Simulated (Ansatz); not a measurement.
**Notes on Zn2GaCuS4**

```
Zn Ga Cu S
1.0
     5.45345   -0.14830   -0.01038
     0.51289    5.47360    0.38211
    -0.06867   -0.44328    5.20836
Zn Ga Cu S
2 1 1 4
Direct
  0.65555 0.67950 0.55030
  0.21428 0.46102 0.42029
  0.35271 0.01456 0.12140
  0.99442 0.40470 0.91646
  0.05547 0.94549 0.52277
  0.83676 0.87167 0.08114
  0.49654 0.52321 0.00541
  0.61205 0.15171 0.70895
```

The numbers come from plane-wave PAW DFT (Ansatz): PBE, with U_eff = 5.82 eV on Cu d (all-electron-ortho-atomic projectors), collinear spin, 420 eV, 4×4×4 (shifted by 0, 0.5, 0 steps) k points, methfessel-paxton occupations (width 0.1338 eV). Nothing was relaxed.

The state carries no moments; the state need not be the lowest.

(1) What do density and ELF say about some of the short contacts?

(2) How is the charge shared?

(3) Where is the largest force?

(4) What does the stress say?

(5) Is there a gap?

Origin: a disordered cell, so it need not be a known compound. Caveats: the input typed no starting moments; the k mesh is coarse if the cell is a metal.

Answers

(1) S–S at 2.60 Å: least valence density 0.35 e/Å³ and ELF 0.36 there. Zn–S at 2.71 Å: least valence density 0.23 e/Å³ and ELF 0.21 there. Ga–S at 2.71 Å: least valence density 0.26 e/Å³ and ELF 0.32 there. These are pseudo-fields; inside the PAW spheres they differ from the all-electron ones.

(2) Bader charges in e: Zn +0.43 to +0.59, Ga +0.66, Cu +0.30, S -0.60 to -0.42. In the mean Ga gives up most and S takes most.

(3) The largest is on S6: 1.36 eV/Å, components (0.88, 0.30, 1.00). It makes 16° with the line to a nearest neighbour, S5 at 2.62 Å, pointing towards it.

(4) The pressure is -4.7 GPa (compression positive), so with the atoms held at these fractions the cell would first shrink; the forces are large, so a full relaxation may end otherwise. The principal stresses -6.4, -4.2, -3.4 GPa differ, so its shape would change too.

(5) It is a metal, with about 4.4 states/eV a cell as the mean within 0.25 eV of the Fermi level, mostly S p (66 %).
